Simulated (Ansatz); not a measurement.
Lu2Cr2C3 with scf.initial_density.chi_scale, scf.mixing.preconditioner, basis.xc_grid changed

Computed with the plane-wave PAW code Ansatz (scalar-relativistic, PAW set soft_2): r2SCAN, collinear spin, 500 eV cutoff, k-mesh 10×10×6. These are the settings of the reference run.

Cell:

```
C Cr Lu
1.0
     5.19611   -1.64821    0.00090
     5.19611    1.64821    0.00090
    -1.51562    0.00000    5.17504
C Cr Lu
3 2 2
Direct
  0.28150 0.28150 0.23540
  0.71850 0.71850 0.76460
  0.00000 0.00000 0.00000
  0.84526 0.84526 0.11783
  0.15474 0.15474 0.88217
  0.60811 0.60811 0.31626
  0.39189 0.39189 0.68374
```

The reference run of this cell is solved again as a single point with these keys changed:

| key | reference run | changed run |
| --- | --- | --- |
| scf.initial_density.chi_scale | not typed | 0.1 |
| scf.mixing.preconditioner | not typed | kerker |
| basis.xc_grid | not typed | 2 |

Problem. How far do the results move?

Solution. 

```
                                    quantity  reference run  changed run
energy, changed less reference (meV an atom)              0          0.0
                              pressure (GPa)            0.0          0.0
                        largest force (eV/Å)           0.00         0.00
                        gap on the mesh (eV)           0.00         0.00
                     moment of the cell (μB)           1.13         1.14
```

The results hardly move, so these settings together matter little here, or the typed value is the one that the program takes anyway. It took 23 iterations.

Caveats: a single point, atoms not relaxed again.
